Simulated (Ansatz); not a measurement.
NiSb (CsCl type, Pm-3m), a = b = c = 3.212 Å, α = β = γ = 90.00°.

This is the PBEsol-relaxed structure.

Question: All from PBEsol (plane waves, PAW; program Ansatz), unless another level is named. Give the electronic character.

Answer: metallic (no gap).

Question: Predict the formation energy from the elements (no fitted shifts).

Answer: 0.10 eV/atom.

Question: Predict the density of states at the Fermi level.

Answer: 0.51 states/eV per atom (mean over ±0.08 eV).

Question: What about the gap with spin–orbit coupling?

Answer: none (metallic).

A made-up cell: these elements were put on the sites of a structure type; neither database checked (COD, Materials Project) lists it. COD files the formula under space group No. 194. Its standing as an ambient phase is unchecked. Symmetry was held in the PBEsol relaxation; its stability against distortions is not shown here. The workflow began spin-polarised and lost its moments. The references are the lowest solids computed at this level, not always the standard phases. Spin–orbit coupling is left out wherever it is not named.

Potentials: the earlier of the program's two PAW sets. The files were generated under PBE; for other functionals the program regenerates the frozen cores, and for LDA and PBEsol the local potential too.
